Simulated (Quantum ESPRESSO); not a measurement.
**Kohn-Sham bands of HgS (wurtzite)**

```yaml
crystal:
  lattice:
    - [4.19636, 0.00000, 0.00000]
    - [-2.09818, 3.63415, 0.00000]
    - [0.00000, 0.00000, 6.87025]
  atoms:
    - { symbol: Hg, position: [0.66667, 0.33333, 0.50012] }
    - { symbol: Hg, position: [0.33333, 0.66667, 0.00012] }
    - { symbol: S, position: [0.66667, 0.33333, 0.87488] }
    - { symbol: S, position: [0.33333, 0.66667, 0.37488] }
```

Materials Project entry mp-973676; symmetrised, unrelaxed at this level. Not found in the COD (Crystallography Open Database) copy used, which has the formula in other groups; not checked further. Method: PBEsol plane waves in Quantum ESPRESSO 7.5 (PseudoDojo norm-conserving files, 53 Ry, no spin polarisation, no spin-orbit coupling), Bloch states on a 12×12×4 mesh through Γ, Wannier90 4.0.1. Density: 12×12×6 mesh, Gaussian smearing 0.01 Ry. Spin-orbit coupling is left out although heavy elements are present.

Energies are relative to the Fermi level; weights are on the orthonormalised atomic waves of the pseudopotential files, averaged over the group. 52 electrons a cell are treated as valence.

Q: Into which isolated groups do the bands fall, where do they lie and what are they made of?

A: 
| bands | from (eV) | to (eV) | filling | weight on atomic waves |
|---|---|---|---|---|
| 1–2 | -114.45 | -114.45 | filled | Hg 5s 100 % |
| 3–8 | -62.73 | -62.73 | filled | Hg 5p 100 % |
| 9–10 | -13.06 | -12.39 | filled | S 3s 85 %, Hg 6s 8 %, Hg 5d 6 % |
| 11–28 | -6.93 | 3.36 | partly filled | Hg 5d 55 %, S 3p 32 %, Hg 6s 9 % |

No gap over 0.05 eV opens at the Fermi level at this level of theory; semilocal functionals close the gap of some real semiconductors.
